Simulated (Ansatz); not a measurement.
Sb (space group R-3m)

```
Sb
1.0
    2.14673     1.23942     3.65277
   -2.14673     1.23942     3.65277
    0.00000    -2.47883     3.65277
Sb
2
Direct
  0.26390   0.26390   0.26390
  0.73610   0.73610   0.73610
```

The slice is a (0001) plane (indices of the conventional cell) through the point (0.736, 0.736, 0.736) (fractional), spanned by u = [1 0 -1] and v = [-1 2 -1] in vectors of this cell: u (4.29 Å) and v (7.44 Å, at 90° to u). It covers one period; positions are fractions (u, v).

Method: LDA (plane waves to 420 eV, PAW, scalar-relativistic; Ansatz, a quantum-chemistry and plane-wave program). k mesh 13×13×13. Inside the PAW spheres the values are not all-electron values, and peaks at nuclei hang on which shells count as valence. Sb was relaxed with its symmetry unable to fall. Spin-orbit coupling is left out, though Sb is heavy.

**Question.** Sketch the electrostatic potential energy of an electron, from the cell's mean on this plane as a map.

**Answer.** 
```
|xxxxxxxx  ==##%%%%%%##==  xxxxxx|
|xxxxxxxx  ++####%%####++  xxxxxx|
|xxxxxx  --**##########**--  xxxx|
|      --**####******####**--    |
|----++**######******######**++--|
|####%%%%%%%%##########%%%%%%%%##|
|@@@@@@@@@@%%%%######%%%%@@@@@@@@|
|@@@@@@@@@@%%##******##%%@@@@@@@@|
|@@@@@@@@%%**++------++**%%@@@@@@|
|@@@@@@%%**--          --**%%@@@@|
|@@@@%%##--  xxxxxxxxxx  --##%%@@|
|@@@@%%++  xxxxxxxxxxxxxx  ++%%@@|
|@@@@##==  xxxxxxxxxxxxxx  ==##@@|
|@@%%##--  xxxxxxxxxxxxxx  --##%%|
|%%%%##==  xxxxxxxxxxxxxx  ==##%%|
|%%####++  xxxxxxxxxxxxxx  ++####|
|######**--  xxxxxxxxxx  --**####|
|****####**--          --**####**|
|****######**++------++**######**|
|######%%%%%%%%######%%%%%%%%####|
|####%%%%@@@@@@@@@@@@@@@@@@%%%%##|
|****##%%@@@@@@@@@@@@@@@@@@%%##**|
|----++**%%@@@@@@@@@@@@@@%%**++--|
|      --**%%@@@@@@@@@@%%**--    |
|xxxxxx  --##%%@@@@@@%%##--  xxxx|
|xxxxxxxx  ++%%@@@@@@%%++  xxxxxx|
|xxxxxxxx  ==##@@@@@@##==  xxxxxx|
|xxxxxxxx  --##%%@@%%##--  xxxxxx|
```
Scale: ten equal steps from -1.00 (start of ' ') to 7.24 (end of '@'), in the order ' .:-=+*#%@'. Values: electrostatic potential energy of an electron, from the cell's mean, in eV. The map has 16 points along u (two characters each, u = 0 at the left) and 28 along v (v = 0 in the bottom row). Points within 1 Å of a nucleus are blanked (x), as the pseudised field means little there. Values under -1 eV are set to -1. The zero, the cell's mean, hangs on the PAW cores.
